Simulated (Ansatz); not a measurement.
# Mo (bcc)

Computed with Ansatz (plane waves, PAW, 420 eV cutoff): PBE, scalar-relativistic, no spin polarisation, Γ-centred 18×18×18 mesh, 0.05 eV Gaussian smearing; PAW files: Ansatz's generated set soft_2.

```cif
data_structure
_symmetry_space_group_name_H-M 'Im-3m'
_symmetry_Int_Tables_number 229
_cell_length_a 3.1602
_cell_length_b 3.1602
_cell_length_c 3.1602
_cell_angle_alpha 90.000
_cell_angle_beta 90.000
_cell_angle_gamma 90.000
_cell_volume 31.56
loop_
_atom_site_label
_atom_site_type_symbol
_atom_site_symmetry_multiplicity
_atom_site_Wyckoff_symbol
_atom_site_fract_x
_atom_site_fract_y
_atom_site_fract_z
_atom_site_occupancy
Mo1 Mo 2 a 0.00000 0.00000 0.00000 1
```

The cell is relaxed to zero pressure at this level.

The run used a cell of 1 atoms; the mesh refers to it.

```json
{
 "Volume": "15.78 Å³/atom"
}
```

(1) Fill in the band gap (PBE).

Answer:

(1) zero (metallic).

**What was measured.** A cell as deposited of cubic Mo (space group Im-3m), temperature not stated, from the Crystallography Open Database (2007, doi:10.1021/cm0624116), has a = 3.147 Å and 15.58 Å³/atom.

**Comparison.** The computed cell (3.160 Å, 15.78 Å³/atom) differs from the database's by +1.3 % in volume, about +0.4 % in length. PBE usually overestimates volumes by a few per cent.
